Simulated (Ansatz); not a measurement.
**PtS$_{2}$: two-dimensional strain map**

All numbers below come from DFT PBE, scalar-relativistic, plane waves, PAW (Ansatz). The runs took a 420 eV cutoff, a Γ-centred 12×12×8 mesh and Gaussian smearing (0.05 eV). Spin–orbit coupling is left out, which matters for the heavy elements here. No spin polarisation. Energies are free energies at this smearing, counted from the undisturbed cell; pressure is positive in compression.

Reference structure (as given, not relaxed at this level; it stands at 2.4 GPa):

```xyz
3
Lattice="3.5432 0.0000 0.0000 -1.7716 3.0685 0.0000 0.0000 0.0000 5.0388" Properties=species:S:1:pos:R:3 pbc="T T T"
Pt    0.0000    0.0000    0.0000
S     0.0000    2.0457    1.2597
S     1.7716    1.0228    3.7791
```

The cell holds layers and no dispersion correction was added, so their binding is poorly described.

The cell is strained by p along both x and y and by q along z, fractional coordinates fixed. Points are written (p, q).

Energy above the undisturbed cell in meV/atom (a dash: not computed):

| p \ q | -0.050 | -0.025 | 0.000 | 0.025 | 0.050 |
| --- | --- | --- | --- | --- | --- |
| -0.050 | 261.4 | 205.7 | 162.2 | 130.1 | 108.9 |
| -0.025 | 103.4 | 70.4 | 47.9 | 35.4 | 32.3 |
| 0.000 | 21.0 | 5.9 | 0.0 | 2.9 | 13.9 |
| 0.025 | 0.2 | -0.8 | 6.3 | 21.1 | 43.0 |
| 0.050 | 29.0 | 39.0 | 56.3 | 80.2 | 110.4 |

Pressure in GPa:

```csv
p \ q,-0.050,-0.025,0.000,0.025,0.050
-0.050,34.1,28.6,23.6,19.1,14.9
-0.025,19.6,15.4,11.6,8.2,5.0
0.000,8.4,5.2,2.4,-0.2,-2.5
0.025,-0.1,-2.5,-4.6,-6.5,-8.2
0.050,-6.5,-8.3,-9.8,-11.2,-12.4
```

Gap on the k-mesh in eV:

```
 p \ q  -0.050  -0.025  0.000  0.025  0.050
-0.050    0.65    0.67   0.70   0.74   0.77
-0.025    0.58    0.63   0.69   0.72   0.75
 0.000    0.39    0.48   0.55   0.61   0.66
 0.025    0.22    0.31   0.40   0.48   0.52
 0.050    0.08    0.17   0.26   0.35   0.40
```